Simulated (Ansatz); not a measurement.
AgCl (rock salt, Fm-3m), PBEsol (plane waves, PAW; program Ansatz). The conduction-band minimum lies at Γ, with 1 equivalent valley. Second derivatives d²E/dk² of the lowest band at one valley (eV·Å²), along Cartesian directions:

| direction | d²E/dk² |
|---|---|
| [100] | 30.06 |
| [010] | 30.06 |
| [001] | 30.06 |
| [110] | 30.05 |
| [101] | 30.05 |
| [011] | 30.05 |

### Question
Find the principal effective masses, the density-of-states mass and the conductivity mass.

### Answer
Off-diagonal terms follow from H_xy = H[110] − (H_xx + H_yy)/2, and m*/mₑ = 7.620 eV·Å² over each eigenvalue: 0.25, 0.25, 0.25. One valley's DOS mass (m₁m₂m₃)^(1/3) = 0.25, conductivity mass 3/(Σ 1/mᵢ) = 0.25 mₑ.

### Question
What effective density of states Nc follows at 300 K for parabolic valleys?

### Answer
Nc = 2.509e19 × 1 × (0.25)^(3/2) ≈ 3.1e18 cm⁻³.

The PBEsol relaxation kept the symmetry of its start. No spin polarisation was allowed. Spin–orbit coupling is left out wherever it is not named.

Potentials: the later of the program's two PAW sets.

Edges and masses are those of Kohn–Sham bands, whose gap is no quasiparticle gap.
